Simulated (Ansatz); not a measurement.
## IrRu (R-3m): total moment held at 0.2 μB

Theory: DFT, r2SCAN, all-electron PAW with datasets made for the crystal, scalar-relativistic (Ansatz).

Command: `ansatz run input.yaml --threads 1 --pin off --max-ram 3072MiB --backend cpu --events-out ev --progress --plain --runs-dir out`

```yaml
crystal:
  lattice:
    - [1.3481429083, 0.778350671, 4.4257826307]
    - [-1.3481429083, 0.778350671, 4.4257826307]
    - [0.0, -1.556701342, 4.4257826307]
  atoms:
    - { symbol: Ru, position: [0.5, 0.5, 0.5], spin: 0.1 }
    - { symbol: Ir, position: [0.0, 0.0, 0.0], spin: 0.1 }
magnetization:
  spin_polarized: true
  initial_magnetization: 0.2
  spin_locking: { lock_magnetization: hard }
kpoints:
  mp_grid: { grid: [17, 17, 17] }
scf:
  occupations: { method: fermi_dirac, width: 0.1 }
  lower_state_search: "off"
hamiltonian:
  xc: r2scan
  pseudopotentials: { kind: all_electron, datasets: crystal }
output:
  forces: true
  stress: true
  eigenvalues: false
```

The program prints:

```
Warning: This run holds its total moment fixed (magnetization.spin_locking.lock_magnetization: hard) and mixes its density by anderson or broyden (scf.mixing.algorithm, typed or taken by auto). Slabs with a fixed moment have converged under broyden above another state at the same moment, at the default mixing steps and at smaller ones, and under scf.lower_state_search: standard, light or off a sta …
settings of this run that can trade accuracy for cost: output.eigenvalues: false. Do not mix this run's numbers with those of runs without the same settings; the input reference describes each key
basis.fft_grid_basis auto: the FFT boxes are laid along the combinations [[1, 0, -1], [0, 1, -1], [0, 0, 1]] of the cell's own vectors, 2.696, 2.696 and 4.692 Å long. The dense box has 24×24×36 points. Along the cell's own vectors, as sized, it would have 36×36×36, 2.25 times as many. Of the 12 symmetry operations that the crystal satisfies within crystal.symmetry.tolerance (time reversal apart; o …
hamiltonian.pseudopotentials.datasets: crystal makes datasets for this crystal and solves the spheres of its atoms anew in each pass: cutoff 300.0 eV, the density's 2100.0 eV; for an error of 0.50 meV an atom under PBE, 1.0 meV for the cell; an energy difference from a run of another recipe may be off by several times the error for the cell, under r2SCAN by more, where some 0.1 meV an atom stays a …
Engine: ansatz 0.2.0
Pseudopotentials: kind: all_electron
Pseudopotential: Ru, paw, valence charge 16, recommended cutoff 300 eV (normal), crystal/all_electron/r2scan/scalar/gaussian/Ru, Koelling and Harmon's equation, gaussian nucleus
Pseudopotential: Ir, paw, valence charge 17, recommended cutoff 300 eV (normal), crystal/all_electron/r2scan/scalar/gaussian/Ir, Koelling and Harmon's equation, gaussian nucleus
Functional definition: r2SCAN
  parameter k0 = 0.174
  parameter k1 = 0.065
  parameter a1 = 4.9479
  exchange = r2scan_x(k0 = k0, k1 = k1, a1 = a1)
  correlation = r2scan_c
Crystal: 2 atoms, lattice volume = 27.865 Å³
Basis set: ecut = 300 eV, 337 PW (Γ), FFT grids on a1−a3, a2−a3, a3, exchange–correlation on 72×72×108 points (27 copies of the dense FFT grid, shifted against one another)
Bands: 21, of which v1, the nominal top of the filled ones, is band 17 counted from 1 (16 counted from 0)
Symmetry: 12 space group operations
Space group: R-3m (ITA 166), of the structure as read, at distance tolerance 3.0e-5 Å
Magnetic group: BNS 166.97 (UNI 1327), of the structure as read, at distance tolerance 3.0e-5 Å
k-points: 489 of 4913
Non-local potential: Ru, projectors of the file, l = 0: 2, l = 1: 2, l = 2: 2
Non-local potential: Ir, projectors of the file, l = 0: 2, l = 1: 2, l = 2: 2
PAW form: soft (Blöchl's): semilocal exchange-correlation on the pseudo side does not see the compensation charge
PAW one-centre angular grid: Ru, 590 points (default); XC on its mesh's 1871 points in the sphere
PAW one-centre angular grid: Ir, 590 points (default); XC on its mesh's 1809 points in the sphere
Initial density: superposition of atomic densities (chi_scale 0.1, normalization cell)
Starting moments: Σ|m| = 0.2 μB on 2 of 2 sites
Initial wavefunctions: pseudopotential atomic-orbital guess
Functional: x = r2scan, c = r2scan; τ floored in thin density (d = 2e-4 eV/Å³)
iter 1 solved again at ethr=1.21e-2 eV; its pass at ethr=1.00e-1 eV (dr2=3.99e0 eV) is discarded
SCF iter   1: F=—  HF=-608395.220151 eV  |F-HF|=—  |Δ(HF+E_count)|=         —  Δρ=5.96e-2 (↑5.96e-2 ↓5.86e-2)  dr2=4.16e0  dr2_τ=9.22e-3  dr2_m=5.08e-4  M=0.200 μB ∫|m|=0.200 μB  β_m=1.20  ethr=1.21e-2  ⟨swp⟩=2.3  Hψ=100450  notcnv=0
preconditioner: auto → none  [metal: Δε(μ)=0.001 eV  Ē_g=8.193 eV  σ=0.100 eV  W_gap=0.00  n_scr=8 (ndim 8)  ℏωp=29.0 eV  f_vac=0.000  D(μ)=1.57/eV (n_scr^D=16)  sad-step TF]
[...]
SCF iter  16: F=-608394.361820 eV  HF=-608394.361820 eV  |F-HF|=3.49e-10  |Δ(HF+E_count)|=   2.10e-9  Δρ=1.37e-6 (↑1.37e-6 ↓1.07e-6)  dr2=1.42e-9  dr2_τ=3.95e-12  dr2_m=5.05e-11  M=0.200 μB ∫|m|=0.204 μB  β_m=1.20  ethr=8.17e-12  ⟨swp⟩=2.2  Hψ=37857  notcnv=0  κ⁻¹=6.2e-9(r=8)
iter 17 did not close the SCF: its close was put off for a magnetic moment that had not settled (scf_convergence_deferred on its scf_iter line)
[...]
Free energy (F): -608394.361827 eV
Harris-Foulkes:  -608394.361827 eV  (|F-HF|=3.49e-10)
Internal energy: -608394.303042 eV  (E = F + TS)
E sigma→0 (E₀):  -608394.332434 eV
Entropy (-TS):   -0.058785 eV (-29.393 meV/atom)
Past the cutoff: the bands carry plane waves up to 2.50 times it, of which those up to 1.5 times it add -0.000885 eV an atom, each by itself; the spheres take 0.000815 eV an atom off the energy for waves past 2.50 times it
Past the cutoffs: a stress includes 0.0082 GPa for waves and charges beyond them, in addition to the slope of what the spheres take
In the spheres:  the bands' charges fall short by 2.7e-6 e at most (sound up to 1e-3)
Fermi energy:    28.504815 (↑ 28.560272, ↓ 28.449358) eV
--- Per-component energies (eV) ---
  E_band       = -35.297220
  E_kinetic    = 489.428757
  E_local      = -1487.257382  (includes V_loc(G=0)·N_el)
  E_nonlocal   = 233.943764
  E_hartree    = 882.567796
  E_xc         = -162.095542
  E_vxc        = -240.923157  (∫ρ·V_xc dr)
  E_paw        = -611596.388177  (= ΣΔE_a)
  E_vpaw       = -8767.839583  (= ΣTr[D̂ρ^β])
  E_vtau       = 19.467288  (kinetic-family band-sum trace: ∫τ·v_τ [+ j·A + Jᵃ·Aᵃ] dr)
  E_ewald      = -4707.249886
  E_smearing   = -0.058785  (= −TS)
  E_closure    = 7952.747629  (closes the sum)
  Σ components = -608394.361827   (vs F -608394.361827, Δ=0.00e0)
  The terms above E_closure are by the made datasets' own strengths, without shells solved beside the bands.
--- Forces (eV/Å), atoms counted from 1 ---
  atom   1  Ru    -0.00000000     0.00000000    -0.00000000
  atom   2  Ir     0.00000000    -0.00000000     0.00000000
  max |Σ_I F_I| component: 8.41e-30 eV/Å
--- Stress (GPa, compression-positive) ---
       -0.879312       0.000000       0.000000
        0.000000      -0.879312      -0.000000
        0.000000      -0.000000      -2.605367
  P = ⅓ Tr σ = -1.4547 GPa (-14.547 kbar)
settings of this run that can trade accuracy for cost: output.eigenvalues: false. Do not mix this run's numbers with those of runs without the same settings; the input reference describes each key
```

Site moments (μB): Ru1 0.14, Ir2 0.06. Cell moment 0.20 μB.

The magnetic group in the log treats spin as a scalar label, without spin–orbit coupling.

The Ansatz runs typed with the search for lower states off end where their start leads. Spin–orbit coupling is left out although heavy atoms are present. r²SCAN is known to give itinerant transition metals moments and polarisation energies that are too large. The magnetic state is the one that this cell and start allow. It needn't be the compound's measured order, which may need a larger cell or be absent.

It took 3 min on 1 thread of AMD EPYC 9R14 (Zen 4), on a shared host, peak memory 2.1 GiB.
